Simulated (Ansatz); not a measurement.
A generator proposed this cell of MoW₃.

```
CELL_PARAMETERS angstrom
4.62544 0.00000 0.00000
0.00000 4.62544 0.00000
0.00000 0.00000 3.27068
ATOMIC_POSITIONS crystal
Mo 0.00000 0.00000 0.50000
W 0.00000 0.50000 0.00000
W 0.50000 0.50000 0.50000
W 0.50000 0.00000 0.00000
```

Computed with DFT PBE, scalar-relativistic, plane waves, PAW (Ansatz 0.2.0). Plane waves to 420 eV, a k mesh through Γ of 4×4×6 on the computed 4-atom cell and Gaussian smearing (0.10 eV); no spin polarisation.

Formation energies are uncorrected and refer to the elements' standard structures at the same level.

Q: What does a single point on this coarse mesh give?

A: The pressure is -21.1 GPa (the mean over three directions, positive in compression), the largest force is 0.00 eV/Å (symmetry fixes the atoms), and the energy is +0.10 eV/atom against the elements. The shortest distance is 2.83 Å.

Q: Is it a good guess?

A: A fair one: relaxing gains about 0.10 eV/atom (the start's value is from the coarse mesh, so the gain is rough) in 11 ionic steps and ends at 0.00 eV/atom on the finer mesh. The symmetry stays P4/mmm (No. 123). The volume per atom shrinks by 8.3 %, from 17.5 to 16.0 Å³. The shortest distance goes from 2.83 Å (Mo–W and W–W) to 2.75 Å (Mo–W and W–W). Conventional cell: a = 4.495 Å, c = 3.177 Å. Around Mo lie 8 W at 2.75 Å, 2 Mo at 3.18 Å and 4 W at 3.18 Å; W on a site of symmetry mmm is surrounded by 4 Mo at 2.75 Å, 4 W at 2.75 Å and 6 W at 3.18 Å; around W on a site of symmetry 4/mmm lie 8 W at 2.75 Å, 2 W at 3.18 Å and 4 Mo at 3.18 Å.

The last run used a 10×10×14 mesh (in the run's order of axes) for its 4-atom cell and Gaussian smearing of 0.10 eV. For metals, differences of a few meV/atom aren't resolved. These runs have no spin–orbit coupling, which can matter for W. The relaxation can't lower the symmetry of the start, and the grade says only how near the guess is to its own end. A later test with randomly moved atoms came back to the same energy, though modes that don't fit the test's cell weren't probed.
